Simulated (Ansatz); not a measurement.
CsNiPdF$_{5}$ in space group Imma (No. 74; Pearson symbol oI32), plane-wave PAW r²SCAN (Ansatz code). The conduction-band minimum lies at X, with 1 equivalent valley. Second derivatives d²E/dk² of the lowest band at one valley (eV·Å²), along Cartesian directions:

```
direction  d²E/dk²
---------  -------
[100]        1.573
[010]        6.510
[001]        9.326
[110]        4.041
[101]        5.449
[011]        7.917
```

Find the principal effective masses, the density-of-states mass and the conductivity mass.

Off-diagonal terms follow from H_xy = H[110] − (H_xx + H_yy)/2, and m*/mₑ = 7.620 eV·Å² over each eigenvalue: 0.82, 1.2, 4.8. One valley's DOS mass (m₁m₂m₃)^(1/3) = 1.7, conductivity mass 3/(Σ 1/mᵢ) = 1.3 mₑ.

What effective density of states Nc follows at 300 K for parabolic valleys?

Nc = 2.509e19 × 1 × (1.7)^(3/2) / 2 (one spin channel) ≈ 2.8e19 cm⁻³.

The first step of the workflow began from a Materials Project structure, measured or hypothetical; the Crystallography Open Database copy checked does not list it. Its standing as an ambient phase is unchecked. Symmetry was held in the r²SCAN relaxation; its stability against distortions is not shown here. Spin order of the final state: ferromagnetic, chosen from 3 collinear starts compared on coarse meshes (ties went to the first, and starts can fall back to one state), not a proven ground state. The program gave a warning on the electronic state, which may not be the lowest. No Hubbard U is applied. Point labels and valley counts follow the cell and symmetry of the run, lower than the named group. Spin–orbit coupling is left out wherever it is not named.

Potentials: the later of the program's two PAW sets.

Edges and masses are those of Kohn–Sham bands, whose gap is no quasiparticle gap.
